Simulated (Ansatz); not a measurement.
# BiN in the WC-type structure

The computed numbers are results of PBE, scalar-relativistic (no spin polarisation) in the plane-wave PAW code Ansatz at 420 eV, Γ-centred 12×12×10 mesh, 0.05 eV Gaussian smearing; PAW files: Ansatz's generated set soft_2.

Space group P-6m2 (No. 187). a = 3.489 Å, b = 3.489 Å, c = 3.265 Å, α = 90.00°, β = 90.00°, γ = 120.00°
| atom | site | symmetry | x | y | z |
| --- | --- | --- | --- | --- | --- |
| Bi | 1a | -6m2 | 0.0000 | 0.0000 | 0.0000 |
| N | 1f | -6m2 | 0.6667 | 0.3333 | 0.5000 |

The start was a prototype's sites filled with these elements, not a measured cell.

The cell above was scaled in volume, and shape and atoms were relaxed at each volume within its symmetry. Energies are counted from the cell above.

Cell and atoms are those of this level's equilibrium.

```json
{"V (Å³/atom)": "16.27", "ΔE (meV/atom)": "?", "P (GPa)": "?"}
{"V (Å³/atom)": "16.53", "ΔE (meV/atom)": "10.0", "P (GPa)": "4.8"}
{"V (Å³/atom)": "16.87", "ΔE (meV/atom)": "2.5", "P (GPa)": "2.3"}
{"V (Å³/atom)": "17.21", "ΔE (meV/atom)": "0.0", "P (GPa)": "0.0"}
{"V (Å³/atom)": "17.56", "ΔE (meV/atom)": "2.2", "P (GPa)": "-2.1"}
{"V (Å³/atom)": "17.90", "ΔE (meV/atom)": "8.8", "P (GPa)": "-3.9"}
{"V (Å³/atom)": "18.42", "ΔE (meV/atom)": "25.5", "P (GPa)": "-6.4"}
{"V (Å³/atom)": "18.94", "ΔE (meV/atom)": "49.5", "P (GPa)": "-8.4"}
```

(1) Fill in the withheld row.

(2) What do the points give for the equilibrium volume, the bulk modulus and its pressure derivative (third-order Birch–Murnaghan)?

Answers:

(1) ΔE (meV/atom): 19.3, P (GPa): 6.8.

(2) V0 = 17.21 Å³/atom, B0 = 108 GPa, B0′ = 4.1.

B0·V0 = 108.1 GPa × 17.21 Å³ = 11.62 eV/atom sets the scale: near the minimum ΔE ≈ ½ B0 V0 x², with x = V/V0 − 1, and a pressure of 1.1 GPa squeezes the volume by about 1 %. At the ends of the curve: x = −5.5 % predicts 17.5 meV/atom and the run gives 19.3; x = +10.0 % predicts 58.2 meV/atom and the run gives 49.5. The lopsidedness is anharmonic: atoms resist being pushed together more than being pulled apart.

No spin–orbit coupling, a notable omission for heavy elements. The run is a metal.
